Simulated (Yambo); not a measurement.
Absorption of Ba2SrWO6 (space group C2/m, No. 12) with and without the electron-hole interaction (Yambo, PBEsol bands; 4×4×4 mesh, 15 valence and 9 conduction bands, static screening with 101 bands and a 3 Ry block, scissor 1.64 eV, Tamm-Dancoff; field along x). Axes are Cartesian, with cell vectors (Å) (5.29, -3.06, 0.00), (5.29, 3.06, 0.00), (-3.56, 0.00, 5.10).

```
E (eV)  Im ε, BSE  Im ε, independent quasiparticles
------  ---------  --------------------------------
2.60         0.08                              0.06
2.70         0.08                              0.06
2.80         0.09                              0.06
2.90         0.10                              0.07
3.00         0.11                              0.07
3.10         0.12                              0.08
3.20         0.14                              0.08
3.30         0.16                              0.09
3.40         0.18                              0.09
3.50         0.21                              0.10
3.60         0.26                              0.11
3.70         0.34                              0.12
3.80         0.46                              0.13
3.90         0.70                              0.15
4.00         1.16                              0.16
4.10         1.58                              0.19
4.20         1.42                              0.21
4.30         1.35                              0.25
4.40         1.57                              0.29
4.50         1.98                              0.35
4.60         2.42                              0.45
4.70         2.79                              0.61
4.80         2.99                              0.89
4.90         3.06                              1.29
5.00         2.94                              1.61
5.10         2.75                              1.88
5.20         2.55                              2.14
5.30         2.56                              2.70
5.40         2.63                              3.58
5.50         2.62                              4.45
5.60         2.84                              5.41
5.70         3.59                              6.14
5.80         4.50                              6.48
5.90         4.78                              6.61
6.00         4.24                              6.81
6.10         3.83                              6.80
6.20         3.72                              6.08
6.30         3.24                              4.96
6.40         2.50                              3.98
6.50         2.24                              3.20
6.60         2.35                              2.69
6.70         2.88                              2.33
6.80         3.25                              2.08
6.90         3.98                              1.96
7.00         5.06                              1.93
7.10         5.48                              1.88
7.20         5.70                              1.79
7.30         5.21                              1.69
7.40         4.76                              1.68
7.50         4.25                              1.74
7.60         4.26                              1.92
7.70         4.39                              2.30
7.80         4.12                              2.85
7.90         3.89                              3.39
8.00         3.47                              3.81
8.10         3.20                              4.26
```

The scissor comes from a G0W0 run whose convergence isn't established. Broadening 0.15 eV. The band window holds all transitions up to 8.1 eV. Fine structure above the onset can come from the mesh.

Spin-orbit coupling is left out, which matters for elements this heavy: edges can move by tenths of an eV.

Geometry of the Materials Project entry, not relaxed at this level; primitive cell a = b = 6.1155 Å, c = 6.2143 Å, α = β = 119.69°, γ = 60.09°.

The structure is a Materials Project entry; no match was found in the copy of COD used, and its stability was not checked.
